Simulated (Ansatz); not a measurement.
This run works on a generated trial structure, not on a known crystal.

Input and command of a plane-wave DFT calculation in Ansatz:

```yaml
crystal:
  lattice:
    - [3.3661550048, 0.0, 0.0]
    - [-1.6830775024, 2.9151757472, 0.0]
    - [0.0, 0.0, 7.2161463902]
  atoms:
    - { symbol: Te, position: [0.0, 0.0, 0.2822299713] }
    - { symbol: Te, position: [0.0, 0.0, 0.7177700287] }
    - { symbol: O, position: [0.0, 0.0, 0.0] }
basis:
  ecutwfc: 420
kpoints:
  mp_grid: { grid: [18, 18, 8] }
hamiltonian:
  xc: pbe
scf:
  occupations: { method: gaussian, width: 0.1 }
output:
  forces: true
  stress: true
  eigenvalues: true
relax:
  adjacent_minimum: "off"
  f_tol: 0.01
  max_steps: 80
  cell: { stress_tol: 0.05 }
```

```bash
ansatz run input.yaml --threads 1 --pin off --max-ram 2560MiB --backend cpu --events-out ev --progress --plain --runs-dir out
```

Processor: Intel(R) Xeon(R) Processor @ 2.50GHz (Skylake/Cascade Lake), 1 thread, on a host shared with other jobs.

Estimate time, memory and problem size.

About 2.5 min, peak memory 0.55 GiB. It solves 23 bands at 185 k points (after reduction by symmetry) with about 1417 plane waves (on the last cell), in 26 SCF iterations over 5 ionic steps.
